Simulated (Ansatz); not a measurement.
TiAs:
```
CELL_PARAMETERS angstrom
      3.64035     0.00000     0.00000
     -1.82018     3.15264     0.00000
      0.00000     0.00000    12.04118
ATOMIC_POSITIONS crystal
  Ti 0.33333 0.66667 0.11742
  Ti 0.66667 0.33333 0.88258
  Ti 0.66667 0.33333 0.61742
  Ti 0.33333 0.66667 0.38258
  As 0.00000 0.00000 0.00000
  As 0.00000 0.00000 0.50000
  As 0.33333 0.66667 0.75000
  As 0.66667 0.33333 0.25000
```

Relaxed with r²SCAN.

Map the electron localisation function on the plane through (0.333, 0.667, 0.117) spanned by u = [0, 0, 1] and v = [1, -1, 0] in lattice vectors, from plane-wave PAW r²SCAN (Ansatz code).

x is the fraction of u, y of v (the angle between them is 90°; rows are the nearest grid lines); atoms in the plane: Ti at (0.00, 0.00), Ti at (0.77, 0.33), Ti at (0.50, 0.33), Ti at (0.27, 0.00), As at (0.88, 0.67), As at (0.38, 0.67), As at (0.63, 0.00), As at (0.13, 0.33).
```
| -%:.-:.+%  ##. ....%@#:-.=%@#-.... :%- |
| +%:.--.+%:.%*......%@%-::+%@#:.... :%+ |
|%%=.:=-..*%%#:.=+=-:#@%#**%@%+::=++-.=%%|
|+=..:=-. :++-:=#%#+-*%@%%%%@%+-=*#%#-:=+|
|.  .:::..  .=%@@%@%#=+#####*==+%@@@@@#-.|
|-.........:=%@@%%%@%--=++++=-=*%@%%%@@*-|
|+:........-#@@#++%@%-::::::::=#@%#+*%@%+|
|#=.      :+%%#-:.+%@=.      :+%%#-:.+%@#|
|#=.      :+%%#:-.=%@=.      :+%%#:-.=%@#|
|*-:......:=%@%*==#@%-..    ..=#@%*==#%@*|
|+---====--=#@@%##@@#:........:+%@%##%@%+|
|===*###*+==+%@%%@@%=. ..::.. .:*%@%%@@#=|
|-+%@%%%%@#=-=#%%#=:-:..:--. .--::*%%%*=-|
|-*@@%##%@%+--=**=.-##-.:=-..+%%*::+*+=:-|
|-#@%*==#@@*:.:--..*%%*.:=-.:%%%%=.:--::-|
|=%@#--.=%@#-.... :%==%:.-:.+%  ##. ....=|
|=%@#-:.+%@#-.... :%==%:.--.+%. ##. ....=|
|-#@@#+*%@%+:..::..+%@+.-*+::#@%%-.:::..-|
|.=%@@%%@@#-...--:.:**::*%%+:=##=..--:. .|
| :*@@@@@%=.  .-=-. .::+@@@%=.::..:==:.  |
|+=:-#@@*:-++-..--:. -%@@%@@@*:  .--:..=+|
|%%=.=#*-:*%%#:.:-:..*@@%*#%@%=...:-..=%%|
| +%:.=-.+%:.%*......%@%-::+%@#:.... :%+ |
| -%:.-:.+%  ##. ....%@#:-.=%@#-.... :%- |
```
Scale: ten equal steps from 0.007 (start of ' ') to 0.735 (end of '@'), in the order ' .:-=+*#%@'; x runs from 0.000 to 1.00, y from 0.000 (bottom) to 1.00 (top).

The density is the valence pseudo-density with augmentation charge, so density and ELF within about 1 Å of a nucleus are not all-electron values.

Space group P6_3/mmc. The workflow started from a Materials Project entry (that database holds measured and hypothetical structures alike); the Crystallography Open Database files this formula in space group No. 194, but the cells were not matched. Whether it is the stable phase at ambient conditions was not checked. The r²SCAN relaxation kept the symmetry of its start; its stability against distortions is not shown here. No spin polarisation was allowed.

Potentials: the later of the program's two PAW sets.
